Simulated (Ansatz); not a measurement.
MgS:
```yaml
crystal:
  lattice:
    - [0.00000, 2.61485, 2.61485]
    - [2.61485, 0.00000, 2.61485]
    - [2.61485, 2.61485, 0.00000]
  atoms:
    - { symbol: S, position: [0.00000, 0.00000, 0.00000] }
    - { symbol: Mg, position: [0.50000, 0.50000, 0.50000] }
```

Relaxed with PBE. Special points in fractions of this cell's reciprocal vectors: Γ (0.000, 0.000, 0.000); X (0.500, 0.000, 0.500); U (0.625, 0.250, 0.625); K (0.375, 0.375, 0.750); L (0.500, 0.500, 0.500); W (0.500, 0.250, 0.750).

Q: List the band energies nearest the valence-band maximum at these points for PBE in the plane-wave PAW code Ansatz.

A: In eV from the valence-band maximum; about four levels below and three above (degenerate sets whole), none deeper than 8.9 eV; points with the same levels are listed once.

```csv
k,below,above
Γ,0.00 0.00 0.00,3.60 7.93 7.93 7.93
X,-4.10 -1.64 -1.64,2.76 4.43 11.86
U,-3.61 -3.12 -1.33,3.89 6.67 9.60
L,-4.74 -0.57 -0.57,4.53 6.88 6.88
W,-3.16 -3.16 -2.31,5.19 7.91 7.91
```

Space group Fm-3m (rock salt). The cell was relaxed with PBE under the symmetry of its start; phonons on a q-mesh show no instability.

Potentials: the later of the program's two PAW sets.
